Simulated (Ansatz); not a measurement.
A plane-wave DFT run in Ansatz 0.2.0 (scalar-relativistic PAW potentials unless the input names others): input and command.

```yaml
crystal:
  lattice:
    - [-2.9936968135, 2.9936968135, 2.9936968135]
    - [2.9936968135, -2.9936968135, 2.9936968135]
    - [2.9936968135, 2.9936968135, -2.9936968135]
  atoms:
    - { symbol: Ga, position: [0.25, 0.625, 0.375] }
    - { symbol: Ga, position: [0.375, 0.25, 0.625] }
    - { symbol: Ga, position: [0.75, 0.875, 0.125] }
    - { symbol: Ga, position: [0.125, 0.75, 0.875] }
    - { symbol: Ga, position: [0.625, 0.375, 0.25] }
    - { symbol: Ga, position: [0.875, 0.125, 0.75] }
basis:
  ecutwfc: 500
kpoints:
  mp_grid: { grid: [8, 8, 8] }
hamiltonian:
  xc: r2scan
scf:
  occupations: { method: tetrahedron_uncorrected }
output:
  forces: true
  eigenvalues: true
  stress: true
```

```bash
ansatz run input.yaml --threads 1 --pin off --max-ram 2560MiB --backend cpu --events-out ev --progress --plain --runs-dir out
```

Abridged log:
```
Basis set: ecut = 500 eV, 2731 PW (Γ), exchange–correlation on 160×160×160 points (64 copies of the dense FFT grid, shifted against one another)
Bands: 47, of which v1, the nominal top of the filled ones, is band 39 counted from 1 (38 counted from 0)
Symmetry: 24 space group operations
k-points: 29 of 512 (time reversal used)
SCF iter   1: F=—  HF=-22740.638406 eV  |F-HF|=—  |Δ(HF+E_count)|=         —  Δρ=1.20e-2  dr2=5.68e-2  dr2_τ=4.15e-3  ethr=1.77e-3  ⟨swp⟩=6.2  Hψ=4850  notcnv=0
SCF iter   2: F=—  HF=-22740.692465 eV  |F-HF|=—  |Δ(HF+E_count)|=   5.41e-2  Δρ=3.13e-3  dr2=3.91e-3  dr2_τ=1.71e-4  ethr=7.28e-5  ⟨swp⟩=2.3  Hψ=2933  notcnv=0  defer=43
SCF iter   3: F=—  HF=-22740.693007 eV  |F-HF|=—  |Δ(HF+E_count)|=   5.41e-4  Δρ=2.66e-3  dr2=3.11e-3  dr2_τ=1.72e-5  ethr=5.01e-6  ⟨swp⟩=2.0  Hψ=2640  notcnv=0  defer=43
SCF iter   4: F=—  HF=-22740.693735 eV  |F-HF|=—  |Δ(HF+E_count)|=   7.28e-4  Δρ=7.78e-4  dr2=3.80e-4  dr2_τ=2.05e-6  ethr=3.98e-6  ⟨swp⟩=2.0  Hψ=1770  notcnv=0  defer=43
SCF iter   5: F=—  HF=-22740.693936 eV  |F-HF|=—  |Δ(HF+E_count)|=   2.01e-4  Δρ=1.89e-4  dr2=2.99e-5  dr2_τ=9.47e-8  ethr=4.87e-7  ⟨swp⟩=2.9  Hψ=2566  notcnv=0  defer=43
SCF iter   6: F=—  HF=-22740.693971 eV  |F-HF|=—  |Δ(HF+E_count)|=   3.54e-5  Δρ=2.04e-5  dr2=4.00e-7  dr2_τ=2.42e-9  ethr=3.83e-8  ⟨swp⟩=3.8  Hψ=2545  notcnv=0  defer=43
SCF iter   7: F=-22740.693972 eV  HF=-22740.693972 eV  |F-HF|=1.29e-8  |Δ(HF+E_count)|=   7.27e-7  Δρ=4.52e-6  dr2=1.85e-8  dr2_τ=1.16e-10  ethr=1.28e-10  ⟨swp⟩=6.4  Hψ=5535  notcnv=0
SCF 1 converged in 7 iterations: F = -22740.693972 eV  dr2 = 1.85e-8
SCF converged after 7 iterations
Free energy (F): -22740.693972 eV
Harris-Foulkes:  -22740.693972 eV  (|F-HF|=1.29e-8)
Internal energy: -22740.693151 eV  (E = F + TS)
E sigma→0 (E₀):  -22740.693972 eV
Entropy (-TS):   -0.000821 eV (-0.137 meV/atom)
Fermi energy:    10.332797 eV
--- Forces (eV/Å), atoms counted from 1 ---
  atom   1  Ga     0.00000000     0.00000000     0.00000000
  atom   2  Ga     0.00000000     0.00000000     0.00000000
  atom   3  Ga     0.00000000     0.00000000     0.00000000
  atom   4  Ga     0.00000000     0.00000000     0.00000000
  atom   5  Ga     0.00000000     0.00000000     0.00000000
  atom   6  Ga     0.00000000     0.00000000     0.00000000
--- Stress (GPa, compression-positive) ---
        0.223797       0.000000       0.000000
        0.000000       0.223797       0.000000
        0.000000       0.000000       0.223797
  P = ⅓ Tr σ = 0.2238 GPa (2.238 kbar)
```

Apart from outputs, empty bands and the relaxation, which only the reference makes, the input differs from a reference run on usual settings in scf.occupations.width: 0.1 → not typed; scf.occupations.method: "gaussian" → "tetrahedron_uncorrected". The reference, at the same geometry, ended its own course with pressure 0.00 GPa, largest force 0.000 eV/Å, no gap on the mesh. This run converged in 7 SCF iterations with an energy at zero smearing 30.83 meV/atom above the reference's, pressure 0.22 GPa, largest force 0.000 eV/Å, no gap on the mesh.

It took 28 s on 1 thread of Arm Neoverse V1 (shared host), peak memory 0.61 GiB.